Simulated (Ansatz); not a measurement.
The calculation used DFT PBE, scalar-relativistic, plane waves, PAW (Ansatz 0.2.0). The final run on the 8-atom cell used 420 eV, a Γ-centred 12×12×4 mesh, 0.02 eV smearing and no spin polarisation.

Formation energies are uncorrected and count from the elements' standard states at the same level.

Question: Find a candidate trigonal semiconductor that holds Se and 2 more elements, with a gap near 0.6 eV, a formation energy near −0.63 eV/atom and a density near 5.18 g/cm³, in a cell of 8 atoms. Its symmetry should be P3m1 (No. 156).

Answer: Cd4Se3S, space group P3m1 (No. 156). Cd on its first site has 3 S at 2.61 Å and 1 Se at 2.69 Å; around Cd on its second site lie 4 Se at 2.67–2.68 Å; Se on its first site has 4 Cd at 2.67–2.69 Å; around S lie 4 Cd at 2.57–2.61 Å; 4 more sites not described.

```
CELL_PARAMETERS angstrom
4.33486 0.00000 0.00000
-2.16743 3.75410 0.00000
0.00000 0.00000 14.15424
ATOMIC_POSITIONS crystal
Cd 0.66667 0.33333 0.99217
Cd 0.66667 0.33333 0.50239
Cd 0.00000 0.00000 0.24737
Cd 0.00000 0.00000 0.75754
Se 0.66667 0.33333 0.18220
Se 0.66667 0.33333 0.69206
Se 0.00000 0.00000 0.43708
S 0.00000 0.00000 0.93919
```

The volume per atom is 28.79 Å³, the density is 5.18 g/cm³ and the formation energy is −0.633 eV/atom. The gap on the 12×12×4 mesh of the 8-atom cell is 0.59 eV.

The structure comes from a generated guess, relaxed at this level; another structure or a mixture of phases may lie lower. Other answers may fit too; this one was computed.

Kohn–Sham gaps at this level usually fall short of measured ones. The reference forms of S and Se are held partly by dispersion forces, which this level lacks. A later test with randomly moved atoms came back to the same energy, though modes that don't fit the test's cell weren't probed.
